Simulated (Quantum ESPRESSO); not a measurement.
```xyz
3
Lattice="3.8064 0.0000 0.0000 -1.9032 3.2964 0.0000 0.0000 0.0000 16.2000" Properties=species:S:1:pos:R:3 pbc="T T T"
Se     0.0000     2.1976     1.5839
Se     1.9032     1.0988    -1.5839
Sn     0.0000     0.0000     0.0000
```

The layer was cut from Materials Project entry mp-665 and relaxed with PBEsol in a cell 16.2 Å high, with the Coulomb interaction truncated along z.

Q: What does PBEsol (Quantum ESPRESSO, PseudoDojo norm-conserving, 86 Ry, with spin-orbit coupling) give for the electronic structure near the Fermi level?

A: The PBEsol gap is indirect, 0.71 eV, from Γ to M; the smallest direct gap is 1.09 eV. The valence-band maximum lies 5.94 eV below the vacuum level.
